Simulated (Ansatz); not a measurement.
NbPS in space group Immm (No. 71; Nb on 4j, P on 4h, S on 4i), PBE in the plane-wave PAW code Ansatz, all energies at zero smearing, with the estimated change up to a 700 eV cutoff added, with one set of potentials and settings (totals compare only within such a set). Cell of 6 atoms (2 Nb, 2 P, 2 S): -12425.147 eV.

| element | reference phase | E (eV/atom) |
|---|---|---|
| Nb | Im-3m, 1 atoms in the cell | -4552.2836 |
| P | Cmce, 4 atoms in the cell | -755.6743 |
| S | Fddd, 32 atoms in the cell | -902.0599 |

Formation energy per atom, worked out: (-12425.147 − 2×(-4552.2836) − 2×(-755.6743) − 2×(-902.0599))/6 = -0.852 eV/atom (-82 kJ per mol of atoms), at 0 K, without zero-point energy or fitted corrections.

The workflow started from an entry of the Crystallography Open Database (COD). Its standing as an ambient phase is unchecked. The PBE relaxation kept the symmetry of its start; whether a distortion lowers the energy is not shown. The run is not spin-polarised. The references are the lowest solids computed at this level, not always the standard phases.

Potentials: the later of the program's two PAW sets.
